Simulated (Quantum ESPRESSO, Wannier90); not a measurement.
**ZrO2 (P4₂/nmc), plane waves to Wannier functions**

```xyz
6
Lattice="3.6002 0.0000 0.0000 0.0000 3.6002 0.0000 0.0000 0.0000 5.2252" Properties=species:S:1:pos:R:3 pbc="T T T"
Zr     0.0000     0.0000     0.0000
Zr     1.8001     1.8001     2.6126
O      0.0000     1.8001     1.5768
O      0.0000     1.8001    -1.0358
O      1.8001     0.0000     1.0358
O      1.8001     0.0000    -1.5768
```

Cell from Materials Project (mp-2574), symmetrised, no further relaxation. COD (Crystallography Open Database) has the formula in 4 space groups, this one among them (matched by group alone). Computed values, not measurements, from PBE: Quantum ESPRESSO (norm-conserving PseudoDojo potentials, cutoff 68 Ry, no spin polarisation, no spin-orbit coupling) on a Γ-centred 8×8×6 mesh, then Wannier90. Density: 8×8×6 mesh, cold smearing 0.01 Ry.

The plane-wave run has 50 bands and 48 electrons a cell. On the energy scale of pw.x, whose zero is arbitrary, the valence-band maximum lies at 11.16 eV.

Isolated groups of bands, relative to the valence-band maximum (bands from 29 on overlap up to the last one computed):

| bands | from (eV) | to (eV) | filling | weight on atomic waves |
|---|---|---|---|---|
| 1–2 | -47.42 | -47.36 | filled | Zr 4s 96 % |
| 3–8 | -26.01 | -25.29 | filled | Zr 4p 95 % |
| 9–12 | -17.46 | -15.32 | filled | O 2s 80 %, Zr 4d 10 %, Zr 5s 5 % |
| 13–24 | -5.14 | 0.00 | filled | O 2p 81 %, Zr 4d 15 % |
| 25–28 | 4.07 | 5.67 | empty | Zr 4d 85 %, O 2p 12 % |

Input w.win, without the blocks of cell, atoms and k-points (384 lines):

```
num_bands = 38
num_wann = 22
exclude_bands = 1-12
num_iter = 400
conv_tol = 1.0e-6
conv_window = 4
dis_num_iter = 600
dis_conv_tol = 1.0e-6
dis_froz_max = 16.73
dis_win_max = 15.73
write_hr = true
write_u_matrices = true
begin projections
f=-0.00006,0.00837,0.00764: d
f=0.49756,0.48633,0.50018: d
f=0.01264,0.50521,0.30010: p
f=-0.00603,0.50794,-0.19156: p
f=0.50624,-0.01108,0.19438: p
f=0.49893,0.00611,-0.29321: p
end projections
mp_grid = 8 8 6
```

wannier90.x stops with:
```
dis_windows: Energy window contains fewer states than number of target WFs
```
At some k-point the outer window holds fewer bands than num_wann, so no subspace of that size can be extracted. Mended as below, all else unchanged, the run goes through (Ω_I = 21.2 Å²) and follows the plane-wave bands to 0.1 meV rms (states up to 5.1 eV relative to the valence-band maximum).
Remove the line dis_win_max = 15.73.
